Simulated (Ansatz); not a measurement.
The end point of a relaxation of HgSe. Space group P3₂21 (No. 154), AFLOW prototype AB_hP6_154_a_b (B9, as in HgS). All values below come from PBEsol (plane waves to 420 eV, PAW, scalar-relativistic; Ansatz, a program for electronic structure).

Space group P3₂21 (No. 154); a = 4.2578 Å, b = 4.2578 Å, c = 9.6741 Å, α = 90.00°, β = 90.00°, γ = 120.00°

```tsv
atom	site	symmetry	x	y	z
Hg	3a	.2.	0.3260	0.3260	0.0000
Se	3b	.2.	0.4733	0.4733	0.5000
```

What band gap does PBEsol give?

0.60 eV, indirect (valence top at A, conduction bottom at Γ) (no spin-orbit coupling).

Give the smallest direct gap at the level PBEsol.

0.67 eV at Γ.

No spin polarisation in the result. Without spin-orbit coupling the bands of the heavy element are not split, so the gap can be far off.

The run could not lose the symmetry of its start; a randomly shaken copy of 12 atoms returns to this structure.

The first start was generated by placing the elements on the sites of a structure type. Materials Project lists a structure of HgSe in the same space group, P3₂21 (No. 154); the sites were not compared with it, nor with measured phases. Known forms of HgSe include space group No. 216.
